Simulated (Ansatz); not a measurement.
Consider the following.

CaB2C2:
```xyz
10
Lattice="-2.6678 2.6678 3.7109 2.6678 -2.6678 3.7109 2.6678 2.6678 -3.7109" Properties=species:S:1:pos:R:3 pbc="T T T"
Ca     0.0000     0.0000     5.5663
Ca     0.0000     0.0000     1.8554
B      1.9270    -0.7408     3.7109
B      0.7408     3.4085     0.0000
B      0.7408     1.9270     3.7109
B      1.9270     0.7408     0.0000
C      1.8178     0.8500     3.7109
C      0.8500     1.8178     0.0000
C     -0.8500     1.8178     3.7109
C      3.5178     0.8500     0.0000
```

This is the HSE06-relaxed structure.

Task: All from the program Ansatz at the HSE06 level (PAW), unless another level is named. Give the smallest direct gap on the standard path.

Result: 1.66 eV.

Task: And the band gap?

Result: 1.01 eV (indirect).

Task: What about the conduction-band minimum?

Result: on the Γ–M line, 82 % of the way from Γ (2 equivalent valleys).

Space group I4/mcm. The workflow started from a Materials Project entry (that database holds measured and hypothetical structures alike); the Crystallography Open Database copy checked does not list it. With B and C taken as one species the cell has the higher symmetry P4/mmm, so it may be an ordered model of a mixed-site phase. Its standing as an ambient phase is unchecked. The cell was relaxed with HSE06 under the symmetry of its start; its stability against distortions is not shown here. The hybrid was solved on a coarse mesh, the path and, where they were found, the r²SCAN edge points; its band edges are the extreme levels among these.

Potentials: the later of the program's two PAW sets.
